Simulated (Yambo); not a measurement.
Yambo run on KCdF$_{3}$ (cubic perovskite, space group Pm-3m, No. 221). The wavefunctions come from this Quantum ESPRESSO step (PBEsol, PseudoDojo standard norm-conserving files, fully relativistic):

```
&CONTROL
  calculation = 'nscf'
  pseudo_dir = './pseudo'
  outdir = './out'
/
&SYSTEM
  ibrav = 0
  nat = 5
  ntyp = 3
  ecutwfc = 102.0
  ecutrho = 408.0
  occupations = 'fixed'
  force_symmorphic = .true.
  nbnd = 264
  noncolin = .true.
  lspinorb = .true.
/
&ELECTRONS
  conv_thr = 5e-09
  diago_full_acc = .true.
  diago_thr_init = 1e-08
/
ATOMIC_SPECIES
F 18.9984 F.upf
K 39.0983 K.upf
Cd 112.4140 Cd.upf
CELL_PARAMETERS angstrom
  4.382090000000   0.000000000000   0.000000000000
  0.000000000000   4.382090000000   0.000000000000
  0.000000000000   0.000000000000   4.382090000000
ATOMIC_POSITIONS crystal
F   0.000000000000   0.500000000000   0.500000000000
F   0.500000000000   0.000000000000   0.500000000000
F   0.500000000000   0.500000000000   0.000000000000
K   0.000000000000   0.000000000000   0.000000000000
Cd   0.500000000000   0.500000000000   0.500000000000
K_POINTS automatic
2 2 2 0 0 0
```

Yambo input:

```
rim_cut
gw0
dyson
el_el_corr
HF_and_locXC
ppa
em1d
RandQpts= 1000000
RandGvec= 1 Ry
EXXRLvcs= 102 Ry
VXCRLvcs= 408 Ry
Chimod= "HARTREE"
% BndsRnXp
 9 | 260 |
%
NGsBlkXp= 7 Ry
% LongDrXp
 1.0 | 1.0 | 1.0 |
%
PPAPntXp= 27.2114 eV
% GbndRnge
 1 | 260 |
%
GTermKind= "BG"
DysSolver= "n"
ExtendOut
% QPkrange
 1 | 1 | 48 | 52 |
 2 | 2 | 50 | 51 |
 3 | 3 | 50 | 51 |
 4 | 4 | 50 | 51 |
%
```

k points by index: 1 = Γ, 2 = X, 3 = M, 4 = R.

Resulting energies as the program prints them:

```
#    K-point    Band    Eo [eV]    E [eV]    E-Eo [eV]    Vxc [eV]    Vnlxc [eV]    Sc|Eo [eV]    Sc|E [eV]    dSc/dw|Eo [eV]    Re(Z)    Im(Z)
#
    1    48    -1.759389    -3.836233    -2.076844    -21.86128    -29.53289    5.075559    5.594768    -6.802325    0.800010    -0.001214
    1    49    -1.759389    -3.834850    -2.075461    -21.86128    -29.53328    5.077635    5.596535    -6.802818    0.799999    -0.001198
    1    50    -1.759389    -3.838745    -2.079356    -21.86128    -29.53305    5.072546    5.592412    -6.802697    0.800002    -0.001225
    1    51    2.987296    4.348437    1.361141    -11.73233    -7.012250    -3.170732    -3.358936    -3.762331    0.878531    -0.707384E-3
    1    52    2.987296    4.348440    1.361143    -11.73233    -7.012250    -3.170729    -3.358934    -3.762328    0.878531    -0.707384E-3
    2    50    -1.587983    -3.794158    -2.206176    -22.40968    -30.26918    5.117454    5.653325    -6.609075    0.804582    -0.001201
    2    51    5.529500    7.216304    1.686804    -15.55167    -10.71858    -2.872310    -3.146279    -4.419460    0.860279    -0.812069E-3
    3    50    -0.002033    -1.855253    -1.853220    -25.76318    -32.42175    4.405497    4.805345    -5.870748    0.822539    -0.001009
    3    51    6.899123    8.900891    2.001768    -16.18794    -10.84630    -2.999433    -3.339872    -4.627627    0.854655    -0.895775E-3
    4    50    0.000000    -1.862639    -1.862639    -25.76617    -32.44703    4.416332    4.818220    -5.870848    0.822536    -0.001004
    4    51    7.533580    9.233820    1.700240    -10.34262    -5.141350    -3.276564    -3.501027    -3.592262    0.883381    -0.652980E-3
```
(The two width columns are left out.) Convergence of these settings isn't established.

Geometry of the Materials Project entry, not relaxed at this level.

The structure is a Materials Project entry; no match was found in the copy of COD used, and its stability was not checked.
